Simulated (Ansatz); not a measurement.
The start is a generated trial cell of Pb in the hcp structure type. The structure is fully relaxed (lattice and positions, P = 0) with PBEsol (plane waves to 420 eV, PAW, scalar-relativistic; Ansatz, a first-principles code). The first steps use a coarse 11×11×6 k-mesh.

Initial structure:
```
CELL_PARAMETERS angstrom
      3.50692     0.00000     0.00000
     -1.75346     3.03708     0.00000
      0.00000     0.00000     5.69381
ATOMIC_POSITIONS crystal
  Pb 0.33333 0.66667 0.25000
  Pb 0.66667 0.33333 0.75000
```

```yaml
outcome: The space group stays P6₃/mmc (No. 194) (the run could not lower it); the end is hcp (Mg type), with 2 atoms in the primitive cell
energy_released: under 0.01 eV/atom
volume_change: -1.4 %, from 30.32 to 29.90 Å³/atom
Shortest distances (start → end): "The closest pairs of elements (up to four, under 3.6 Å), start → end: Pb–Pb 3.49 → 3.47 Å"
band_gap_at_the_end: no gap (metallic)
optimiser_moves: 5
```

Final values are on a 15×15×8 k-mesh of the relaxed cell. No spin polarisation in the result.

The run could not lose the symmetry of its start.

All atoms sit on sites fixed by symmetry, so only the cell could relax.

The relaxed structure has the type that Pb is known to take under pressure; here it was relaxed at zero pressure, from a generated start.
